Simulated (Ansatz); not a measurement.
Relaxed-ion elastic tensor of BP (zinc blende, F-43m) in GPa (Voigt order), LDA in the plane-wave PAW code Ansatz; density 3.06 g/cm³, 11.32 Å³ per atom.

```
 358  84.3  84.3   0.0   0.0   0.0
84.3   358  84.3   0.0   0.0   0.0
84.3  84.3   358   0.0   0.0   0.0
 0.0   0.0   0.0   194   0.0   0.0
 0.0   0.0   0.0   0.0   194   0.0
 0.0   0.0   0.0   0.0   0.0   194
```

Q: Is the crystal mechanically stable?

A: Yes: the smallest eigenvalue of C is 194 GPa.

Q: Work out the Voigt, Reuss and Hill averages.

A: K_V = 176, K_R = 176, K_H = 176; G_V = 171, G_R = 166, G_H = 169 GPa.

Q: Give Young's modulus, Poisson's ratio, Pugh's ratio and the universal anisotropy index.

A: E = 9KG/(3K + G) = 384 GPa; ν = 0.14; K/G = 1.04 (brittle by the Pugh limit of 1.75); A_U = 5G_V/G_R + K_V/K_R − 6 = 0.15.

Q: Estimate the sound speeds and the Debye temperature.

A: v_l = √((K + 4G/3)/ρ) = 11400 m/s, v_t = √(G/ρ) = 7420 m/s, mean 8140 m/s; Θ = (h/k)(3n/4πV)^(1/3) v_m = 1080 K.

Q: Give the Zener ratio and Young's modulus along [100], [110] and [111].

A: A = 2C44/(C11 − C12) = 1.42; 1/E = S11 − 2(S11 − S12 − S44/2)Γ with Γ = 0, 1/4, 1/3 gives 326, 395, 426 GPa.

Q: Solve the Christoffel equation for the three sound speeds along [100], [110], [111].

A: Eigenvalues of C_ijkl n_j n_l equal ρv² (piezoelectric stiffening left out). In km/s, slowest first: [100] 7.96, 7.96, 10.81; [110] 6.68, 7.96, 11.64; [111] 7.13, 7.13, 11.91.

The cell was relaxed with LDA under the symmetry of its start; phonons on a q-mesh show no instability.

Potentials: the earlier of the program's two PAW sets.
